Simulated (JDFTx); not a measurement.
Input for JDFTx (a modified build) (oxalic acid, C2H2O4 (SMILES O=C(O)C(=O)O), charge 0, multiplicity 1; bohr and hartree).

```
lattice \
  24.0940080890 0.0000000000 0.0000000000 \
  0.0000000000 19.8421243086 0.0000000000 \
  0.0000000000 0.0000000000 14.6453774658
coords-type Cartesian
ion O -3.0993089958 -1.1670512005 0.0219936937 0
ion C -1.3293729463 0.5989817322 -0.0011060950 0
ion O -1.7206521103 2.8278507476 -0.0219936937 0
ion C 1.3296539127 -0.5989094088 -0.0035431631 0
ion O 3.0992908999 1.1685970772 0.0206678399 0
ion O 1.7210607516 -2.8278507476 -0.0217852329 0
ion H -4.7799462740 -0.4266067241 0.0186536671 0
ion H 4.7799462740 0.4282958440 0.0201188210 0
ion-species pseudo/o_pbe_v1.2.upf
ion-species pseudo/c_pbe_v1.2.upf
ion-species pseudo/h_pbe_v1.4.upf
elec-cutoff 20 100
elec-ex-corr gga-x-rpbe gga-c-pbe
symmetries none
coulomb-interaction Isolated
coulomb-truncation-embed 0 0 0
elec-n-bands 17
electronic-minimize nIterations 150 energyDiffThreshold 1e-7
dump-name s0.$VAR
dump End State Ecomponents EigStats BandEigs Forces ElecDensity IonicPositions
```

The main set-up lines of the log and the final energy components:

```
unit cell volume = 7001.61
Chosen fftbox size, S = [  112  96  70  ]
unit cell volume = 7001.61
Chosen fftbox size, S = [  100  80  60  ]
  'O' pseudopotential, 'SLA  PW   PBE  PBE' functional
  6 valence electrons, 2 orbitals, 5 projectors, 737 radial grid points, with lMax = 2
  'C' pseudopotential, 'SLA  PW   PBE  PBE' functional
  4 valence electrons, 2 orbitals, 4 projectors, 721 radial grid points, with lMax = 1
  'H' pseudopotential, 'SLA  PW   PBX  PBC' functional
  1 valence electrons, 1 orbitals, 2 projectors, 615 radial grid points, with lMax = 0
Initialized 3 species with 8 total atoms.
Folded 1 k-points by 1x1x1 to 1 k-points.
nElectrons:  34.000000   nBands: 17   nStates: 1
average nbasis = 29923.000 , ideal nbasis = 29911.403
unit cell volume = 56012.9
Chosen fftbox size, S = [  224  192  140  ]
[...]
# Energy components:
   Eewald =      125.2104119770367134
       EH =      188.5254080684727001
     Eloc =     -419.9969212127377318
      Enl =       10.7438304314602302
      Exc =      -18.9756564906069727
 Exc_core =        0.3427321079676240
       KE =       37.1669275249206592
-------------------------------------
     Etot =      -76.9832675934868007


	eMin: -1.061748 at state 0 ( [ +0.000000 +0.000000 +0.000000 ] spin 0 )
	HOMO: -0.239339 at state 0 ( [ +0.000000 +0.000000 +0.000000 ] spin 0 )
```

The run took 17 electronic cycles; the highest occupied level lies at -6.51 eV from the vacuum level.
